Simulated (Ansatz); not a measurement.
Below is a relaxed structure of Mo3Ru. The cell was found from a structure generator's guess, not taken from experiment.

Computed with DFT PBE, scalar-relativistic, plane waves, PAW in Ansatz. Cutoff 420 eV, Γ-centred mesh, Gaussian smearing, no spin polarisation.

```
Mo Ru
1.0
     0.00000    3.13267    3.13267
     3.13267    0.00000    3.13267
     3.13267    3.13267    0.00000
Mo Ru
3 1
Direct
  0.75000 0.75000 0.75000
  0.25000 0.25000 0.25000
  0.00000 0.00000 0.00000
  0.50000 0.50000 0.50000
```

The zero of energy is the elements' standard structures at the same level; no fitted shifts are applied.

(1) Find its symmetry and describe it.

(2) What is its formation energy per atom?

(3) Is it a metal?

Results:

(1) Fm-3m (No. 225), the BiF3 (D0_3) type. Conventional cell: a = 6.265 Å. Around Mo on a site of symmetry -43m lie 4 Mo at 2.71 Å, 4 Ru at 2.71 Å and 6 Mo at 3.13 Å; around Mo on a site of symmetry m-3m lie 8 Mo at 2.71 Å and 6 Ru at 3.13 Å; Ru has 8 Mo at 2.71 Å and 6 Mo at 3.13 Å.

(2) +0.17 eV/atom. The separate elements lie lower, so it is unstable against them.

(3) Yes, bands cross the Fermi level on the 12×12×12 mesh.

The last run used a 12×12×12 mesh for its 4-atom cell and Gaussian smearing of 0.10 eV. A structure relaxed within its symmetry needn't be a true minimum.
